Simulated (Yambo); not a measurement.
## MoS2 monolayer: sweep of GW parameters

G0W0@PBEsol for a free-standing MoS2 monolayer (symmetry P-6m2, slab cell 16.1 Å high) in Yambo. Reference settings: 6×6×1 Γ-centred k mesh, bands 2 to 131 and a 8 Ry block in the screening, 131 bands in G with the Bruneval-Gonze terminator, plasmon pole fitted at 27.2 eV, slab-truncated Coulomb interaction, stochastic integration of W near q = 0. The PBEsol gap K → K on this mesh is 1.81 eV; G0W0 gaps are taken between the same points.

```
change from the reference     G0W0 gap K → K (eV)  shift of the valence edge (eV)        rough Yambo cost
----------------------------  -------------------  ------------------------------  ----------------------
reference settings                           2.62                           -0.13                       1
48 bands in G                                2.64                           -0.07                       –
wavefunctions cut at 25 Ry                   2.63                           -0.11               about 1/2
no point-group symmetry                      2.61                           -0.13  within a factor of two
48 bands in G, no terminator                 2.74                            0.58                       –
no terminator                                2.67                            0.11                       –
```

The reference isn't shown to be the converged limit. Costs are rough (shared machines), scaled to the same edge states, and given only for runs that recompute the screening.

Spin-orbit splittings are left out.

Geometry relaxed with PBEsol; primitive cell a = b = 3.141 Å, c = 16.100 Å, α = β = 90.00°, γ = 120.00°.

A shift is the quasiparticle energy of the state minus its PBEsol energy.
